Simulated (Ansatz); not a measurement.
Ta2Se:
```
Ta2Se
1.0
    3.37154     0.00000     0.00000
    0.00000     3.37154     0.00000
    0.00000     0.00000    10.07541
Ta Se
4 2
Cartesian
  1.68577   0.00000   7.68515
  0.00000   1.68577   2.39026
  1.68577   0.00000   0.76142
  0.00000   1.68577   9.31399
  1.68577   0.00000   3.60032
  0.00000   1.68577   6.47509
```

Relaxed with r²SCAN+D4.

Q: Tabulate the valence density and the electron localisation function along the shortest Ta–Se contact (2.67 Å), the program Ansatz at the r²SCAN+D4 level (PAW).

A: 

| distance from Ta (Å) | density (e/Å³) | ELF |
|---|---|---|
| 0.27 | 4.19 | 0.26 |
| 0.40 | 4.54 | 0.57 |
| 0.53 | 4.02 | 0.72 |
| 0.67 | 2.88 | 0.73 |
| 0.80 | 1.70 | 0.61 |
| 0.94 | 0.87 | 0.36 |
| 1.07 | 0.49 | 0.20 |
| 1.20 | 0.39 | 0.22 |
| 1.34 | 0.39 | 0.40 |
| 1.47 | 0.45 | 0.61 |
| 1.60 | 0.57 | 0.72 |
| 1.74 | 0.73 | 0.76 |
| 1.87 | 1.05 | 0.77 |
| 2.01 | 2.02 | 0.72 |
| 2.14 | 4.71 | 0.59 |
| 2.27 | 11.33 | 0.39 |
| 2.41 | 23.71 | 0.20 |

The density is the valence pseudo-density with augmentation charge, so density and ELF within about 1 Å of a nucleus are not all-electron values.

Space group P4/nmm. The workflow started from an entry of the Crystallography Open Database (COD). Whether it is the stable phase at ambient conditions was not checked. The cell was relaxed with r²SCAN+D4 under the symmetry of its start; its stability against distortions is not shown here. No spin polarisation was allowed. Scalar-relativistic: spin–orbit coupling is off unless named, which matters more the heavier the elements.

Potentials: the later of the program's two PAW sets.
